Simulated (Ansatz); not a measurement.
**Data sheet: MgO (DFT)**

MgO:
```xyz
16
Lattice="1.4803 0.8547 19.7468 -1.4803 0.8547 19.7468 0.0000 -1.7093 19.7468" Properties=species:S:1:pos:R:3 pbc="T T T"
Mg     0.0000     0.0000    22.2528
Mg     0.0000     0.0000    36.9877
Mg     0.0000     0.0000    46.9364
Mg     0.0000     0.0000    12.3041
Mg     0.0000     0.0000    54.2282
Mg     0.0000     0.0000     5.0123
Mg     0.0000     0.0000    29.6202
Mg     0.0000     0.0000     0.0000
O      0.0000     0.0000     8.6581
O      0.0000     0.0000    50.5824
O      0.0000     0.0000    25.9744
O      0.0000     0.0000    33.2661
O      0.0000     0.0000    18.5350
O      0.0000     0.0000    40.7055
O      0.0000     0.0000    15.9464
O      0.0000     0.0000    43.2941
```

Space group R-3m (No. 166); conventional cell a = 2.961 Å, b = 2.961 Å, c = 59.240 Å, α = 90.00°, β = 90.00°, γ = 120.00°.

Method: the program Ansatz at the r²SCAN level (PAW). The cell and atoms are relaxed at this level. Other levels are named where they apply.

### Cell and energy

- Volume per atom: 9.37 Å³
- Density: 3.57 g/cm³
- Formation energy from the elements (no fitted shifts): -2.89 eV/atom

### Electronic structure

Band gap: 4.99 eV (smallest direct gap 5.00 eV)
Valence-band maximum: on the Γ–S0 line, 11 % of the way from Γ (k = -0.042, 0.000, 0.031 in fractions of the reciprocal vectors)
Conduction-band minimum: at Γ
Electron effective mass: 0.36, 0.36, 0.71 mₑ (principal values)
HSE06 gap on the r²SCAN cell: 5.84 eV

### Mechanics

- Bulk modulus (Birch–Murnaghan fit): 164 GPa
- Pressure derivative B′: 4.1

### Charges

- Bader charges = Mg +1.74, O -1.74 e

The workflow started from a Materials Project entry (that database holds measured and hypothetical structures alike); the Crystallography Open Database copy checked does not list it. It is not the phase usual at ambient conditions (space group No. 225). The cell was relaxed with r²SCAN under the symmetry of its start; whether a distortion lowers the energy is not shown. The references are the lowest solids computed at this level, not always the standard phases (solids in place of the gases).

Potentials: the later of the program's two PAW sets.
